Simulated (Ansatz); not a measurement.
BN in space group Immm (No. 71; B on 2a, N on 2b), DFT-PBE in the program Ansatz with PAW potentials, all energies at zero smearing, with the estimated change up to a 700 eV cutoff added, with one set of potentials and settings (totals compare only within such a set). Cell of 2 atoms (1 B, 1 N): -540.822 eV.

```tsv
element	reference phase	E (eV/atom)
B	R-3m, 12 atoms in the cell	-155.9161
N	Pa-3, 8 atoms in the cell	-384.0325
```

Formation energy per atom, worked out: (-540.822 − 1×(-155.9161) − 1×(-384.0325))/2 = -0.437 eV/atom (-42 kJ per mol of atoms), at 0 K, without zero-point energy or fitted corrections.

The cell is a constructed one: a structure type filled with these elements; neither database checked (COD, Materials Project) lists it. It is not the phase usual at ambient conditions (space group No. 186, 194, 216). The cell was relaxed with PBE under the symmetry of its start; its stability against distortions is not shown here. The references are the lowest solids computed at this level, not always the standard phases (solids in place of the gases).

Potentials: the later of the program's two PAW sets.
